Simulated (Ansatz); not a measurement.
A geometry of GaCo away from equilibrium: step 2 of the relaxation of a relaxed GaCo cell, doubled along one cell vector, shaken by Gaussian noise of σ = 0.08 Å a coordinate. All values below come from PBEsol (plane waves to 420 eV, PAW, scalar-relativistic; Ansatz, a first-principles code). Γ-centred k-mesh 6×11×11 on the run's cell (coarser than for final values), Fermi–Dirac smearing 0.05 eV.

```yaml
crystal:
  lattice:
    - [5.60617, 0.00198, 0.01845]
    - [0.00099, 2.84746, 0.00027]
    - [0.00922, 0.00027, 2.84859]
  atoms:
    - { symbol: Ga, position: [0.25277, 0.50367, 0.47428] }
    - { symbol: Ga, position: [0.73051, 0.50777, 0.50978] }
    - { symbol: Co, position: [0.99040, 0.00217, 0.00401] }
    - { symbol: Co, position: [0.48663, 0.96626, 0.97687] }
```

Question: Which atoms carry the largest force, and which way does it point?

Answer: 1.36 eV/Å, on Ga1 (atoms numbered as listed); on Ga1 its components are (-1.21, -0.53, 0.33).

Question: What is the pressure?

Answer: +3.3 GPa, compression positive.

Question: How far above the relaxed end point is this geometry?

Answer: 0.04 eV/atom; the path ends in Pm-3m (No. 221) (CsCl type).

No spin polarisation in the result. A magnetic state may lie lower.
